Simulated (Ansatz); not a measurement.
VGe3: pressure against volume

VGe3, Pm-3n, a = 5.072 Å. The structure is a COD entry; whether it is the stable form wasn't checked. Ansatz: r2SCAN, PAW, 500 eV, Γ-centred 8×8×8 mesh on 8 atoms, Gaussian smearing 0.10 eV; collinear spin, largest moment 1.9 μB. Symmetry fixes shape and atoms, so the cell is only scaled; pressure is positive in compression.

```
V (Å³/atom) P (GPa)
     15.328        ?
     15.818     2.88
     16.307     0.00
     16.796    -2.34
     17.285    -4.31
```

Question: Take V0 = 16.307 Å³/atom, fit the third-order Birch–Murnaghan form to the other rows, and predict the missing pressure.

Answer: With the Eulerian strain f = ½[(V0/V)^(2/3) − 1] and y = P/[3f(1 + 2f)^(5/2)], the form is the line y = B0 + 1.5 B0 (B0′ − 4) f. Rows (f, y): 0.01025, 89.0; -0.00975, 84.0; -0.01904, 83.1. Means f = -0.006180, y = 85.367; Σ(Δf)² = 0.0004481, ΣΔfΔy = 0.09372; the slope is their ratio. y = 86.66 + 209.2 f GPa, so B0 = 86.7 GPa and B0′ = 4 + 2 × (209.2)/(3 × 86.66) = 5.61. At V = 15.328, f = 0.02107, y = 91.07 and P = 6.38 GPa. The run gave 6.44 GPa, so the fit is 0.06 GPa too low, a small miss on the scale of the series. The form still works here, 33 % of the fitted range beyond its end. Note that the largest moment runs from 1.71 to 2.09 μB along the series.

The largest moment runs from 1.71 to 2.09 μB along the series, so B0 and B0′ hold the change of the moment too.

The state reached may not be the lowest one.

Cost: 5 runs of about 7.9 core-minutes in all, on AMD EPYC 9R45 (Zen 5) (shared hosts).